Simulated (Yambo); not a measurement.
MgPdF$_{6}$ (space group R-3, No. 148); a = b = c = 5.3335 Å, α = β = γ = 55.07°. With the G0W0 scissor the direct gap on the mesh is 4.97 eV. Axes are Cartesian, with cell vectors (Å) (2.47, 1.42, 4.51), (-2.47, 1.42, 4.51), (0.00, -2.85, 4.51).

### Question
Does this run resolve the lowest exciton, and if so, what are its energy and binding? (Yambo, LDA bands; 4×4×4 mesh, 21 valence and 3 conduction bands, static screening with 69 bands and a 3 Ry block, scissor 3.14 eV, Tamm-Dancoff.)

### Answer
The two meshes tried agree. These are vertical excitations (zero momentum). The lowest state lies at 1.66 eV (dark for light along x, 2 states within 2 meV), the direct quasiparticle gap on this mesh at 4.97 eV. Its binding energy, counted from that gap, is 3.31 eV; it spreads over about 64 k points of the mesh. On a 2×2×2 mesh the same difference is 3.20 eV. The first optically allowed state is at 3.92 eV. The scissor comes from a G0W0 run whose convergence isn't established. Spin-orbit splittings are left out.

Geometry of the Materials Project entry, not relaxed at this level.
